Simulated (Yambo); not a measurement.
NaAuO$_{2}$ (space group C2/m, No. 12): one transition space (8×8×4 mesh, 10 valence and 3 conduction bands, Tamm-Dancoff) with different kernels in Yambo, on PBEsol orbitals; field along x. BSE alone uses the static screening with 39 bands and a 4 Ry block; its scissor and those of RPA and TDDFT come from G0W0, that of the TDHF-type run from bare exchange. Axes are Cartesian, with cell vectors (Å) (3.31, -1.51, -0.02), (3.31, 1.51, -0.02), (-2.95, 0.00, 5.39).

```csv
kernel,scissor (eV),direct gap with it (eV),lowest state (eV),rough cost
BSE (screened electron-hole attraction),2.04,3.69,2.37 (dark),1 (with the screening)
RPA (no attraction),2.04,3.69,3.69 (dark),about 1/5
"TDHF-type (unscreened attraction, exchange-only scissor)",10.00,11.65,3.69 (dark),about 1/3
```

Costs are rough.

RPA leaves the lowest state at the direct gap: no bound exciton. These are vertical excitations (zero momentum); the indirect quasiparticle gap, about 3.12 eV, is smaller than the direct one (4.07 eV on the GW mesh). Spin singlets only. Strong means a line over 3 % of the spectrum's maximum, dark under 0.03 %. Absolute energies carry the error of the G0W0 scissor, whose convergence isn't established; the long-wavelength screening was taken along (1,1,1) although the crystal is anisotropic. Convergence of the binding with the mesh was not shown.

Spin-orbit coupling is not included.

Geometry relaxed with PBEsol; primitive cell a = b = 3.638 Å, c = 6.145 Å, α = β = 116.24°, γ = 48.91°.

The structure is a Materials Project entry; no match was found in the copy of COD used, and its stability was not checked.
